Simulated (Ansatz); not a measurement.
CsSnI3 (cubic perovskite)

```yaml
crystal:
  lattice:
    - [6.27122, 0.00000, 0.00000]
    - [0.00000, 6.27122, 0.00000]
    - [0.00000, 0.00000, 6.27122]
  atoms:
    - { symbol: Cs, position: [0.00000, 0.00000, 0.00000] }
    - { symbol: Sn, position: [0.50000, 0.50000, 0.50000] }
    - { symbol: I, position: [0.00000, 0.50000, 0.50000] }
    - { symbol: I, position: [0.50000, 0.50000, 0.00000] }
    - { symbol: I, position: [0.50000, 0.00000, 0.50000] }
```

The slice is a {110} plane (indices of the conventional cell) through the point (0.500, 0.500, 0.500) (fractional), spanned by u = [100] and v = [011] in vectors of this cell: u (6.27 Å) and v (8.87 Å, at 90° to u). It covers one period; positions are fractions (u, v).

Level of theory: PBE (plane waves to 420 eV, PAW, scalar-relativistic; Ansatz, a program for electronic structure). k mesh 6×6×6. These are valence fields of a PAW run, semicore shells included where kept as valence: close to a nucleus they are smooth pseudo fields. CsSnI3 was relaxed with its symmetry unable to fall. Spin-orbit coupling is left out, though I is heavy. The PAW data are Ansatz's earlier set. This is a high-temperature form of CsSnI3.

Task: Around which element is the density of the lowest conduction band (whole band as if filled, smooth part) largest on this plane?

Result: Sn. Mean over a disc round each atom, of radius 0.45 times the shortest bond: Sn 0.048, I 0.012, Cs 0.002 e/Å³.

Task: Sketch the electron localisation function (ELF) on this plane as a map.

Result: 
```
|xxxx::----==####==xxxxxx==####==----::xx|
|..::----::--**##**======**##**--::----::|
|--------::::++%%%%######%%%%++::::------|
|----::..  ..--##%%@@@@@@%%##--..  ..::--|
|......      ..==##%%%%%%##==..      ....|
|              ..--======--..            |
|                                        |
|                                        |
|                ::======::              |
|            ..++##%%@@%%##++..          |
|            ++%%@@@@@@@@@@%%++          |
|          --%%@@@@@@@@@@@@@@%%--        |
|          ++@@@@@@xxxxxx@@@@@@++        |
|        ..**@@@@@@xxxxxx@@@@@@**..      |
|          ++@@@@@@xxxxxx@@@@@@++        |
|          --%%@@@@@@@@@@@@@@%%--        |
|            ++%%@@@@@@@@@@%%++          |
|            ..++##%%@@%%##++..          |
|                ::======::              |
|                                        |
|                                        |
|              ..--======--..            |
|......      ..==##%%%%%%##==..      ....|
|----::..  ..--##%%@@@@@@%%##--..  ..::--|
|--------::::++%%%%######%%%%++::::------|
|..::----::--**##**======**##**--::----::|
|xxxx::----==####==xxxxxx==####==----::xx|
|xxxx..----==##**--xxxxxx--**##==----..xx|
```
Scale: ten equal steps from 0.00 (start of ' ') to 0.90 (end of '@'), in the order ' .:-=+*#%@'. Values: electron localisation function (ELF). The map has 20 points along u (two characters each, u = 0 at the left) and 28 along v (v = 0 in the bottom row). Points within 0.5 Å of a nucleus are blanked (x), as the pseudised field means little there.
